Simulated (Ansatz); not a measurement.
A geometry of Se away from equilibrium: step 2 of the relaxation of a relaxed Se cell, doubled along one cell vector, shaken by Gaussian noise of σ = 0.08 Å a coordinate. Method: r2SCAN (plane waves to 500 eV, PAW, scalar-relativistic; Ansatz, an electronic-structure program). Γ-centred k-mesh 6×3×5 on the run's cell (coarser than for final values), Fermi–Dirac smearing 0.05 eV.

```yaml
crystal:
  lattice:
    - [4.51433, 0.00558, 0.00131]
    - [-4.50467, 7.78198, 0.01047]
    - [0.00145, 0.00753, 5.02188]
  atoms:
    - { symbol: Se, position: [0.22849, 0.99697, 0.84957] }
    - { symbol: Se, position: [0.19730, 0.48930, 0.83882] }
    - { symbol: Se, position: [0.99305, 0.10640, 0.16749] }
    - { symbol: Se, position: [0.00859, 0.61363, 0.15940] }
    - { symbol: Se, position: [0.78327, 0.38945, 0.49457] }
    - { symbol: Se, position: [0.80601, 0.89240, 0.49819] }
```

Task: Which atoms carry the largest force, and which way does it point?

Result: 0.59 eV/Å, on Se1 (atoms numbered as listed); on Se1 its components are (-0.26, 0.15, -0.51).

Task: What is the pressure?

Result: -0.5 GPa, compression positive.

No spin polarisation in the result. Without a van der Waals term the distances between weakly bound units are poorly fixed.

The end of the path is a generated cell of Se: the first start was made by placing the elements on the sites of a structure type, and the end was not matched to a known phase here, so it may be hypothetical. Known forms of Se include space group No. 152.
